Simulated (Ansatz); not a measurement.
The relaxed structure here is a generated cell of Cu2O: the first start was made by placing the elements on the sites of a structure type, and the end was not matched to a known phase here, so it may be hypothetical. Known forms of Cu2O include space group No. 224.

One starting cell of Cu₂O (a generated cell, Cu2O built in the AFLOW prototype A2B_cF24_227_d_a (C15, as in MgCu2)) was relaxed twice with Ansatz (plane waves, PAW, scalar-relativistic): with r2SCAN at 500 eV and with PBE at 420 eV. The r2SCAN result:

```yaml
crystal:
  lattice:
    - [0.00000, 3.26041, 3.26041]
    - [3.26041, 0.00000, 3.26041]
    - [3.26041, 3.26041, 0.00000]
  atoms:
    - { symbol: Cu, position: [0.62500, 0.62500, 0.62500] }
    - { symbol: Cu, position: [0.12500, 0.62500, 0.62500] }
    - { symbol: Cu, position: [0.62500, 0.12500, 0.62500] }
    - { symbol: Cu, position: [0.62500, 0.62500, 0.12500] }
    - { symbol: O, position: [0.25000, 0.25000, 0.25000] }
    - { symbol: O, position: [0.00000, 0.00000, 0.00000] }
```

```
quantity                          r2SCAN    PBE
--------------------------------  ------  -----
space group                        Fd-3m  Fd-3m
volume (Å³/atom)                   11.55    [?]
a (Å)                              6.521    [?]
gap (eV, no spin-orbit coupling)    0.00    [?]
```

Q: Fill in the PBE column.

A: 
- volume (Å³/atom), PBE: 12.15
- a (Å), PBE: 6.632
- gap (eV, no spin-orbit coupling), PBE: 0.00

Both levels end in the same structure; PBE's volume is 5.2 % larger. Neither column is exact.

No spin polarisation in the result. The d or f electrons are treated with no Hubbard U.

The run could not lose the symmetry of its start: the end is stationary, and may be a saddle point rather than a minimum.

All atoms sit on sites fixed by symmetry, so only the cell could relax.

Ansatz is a first-principles code.
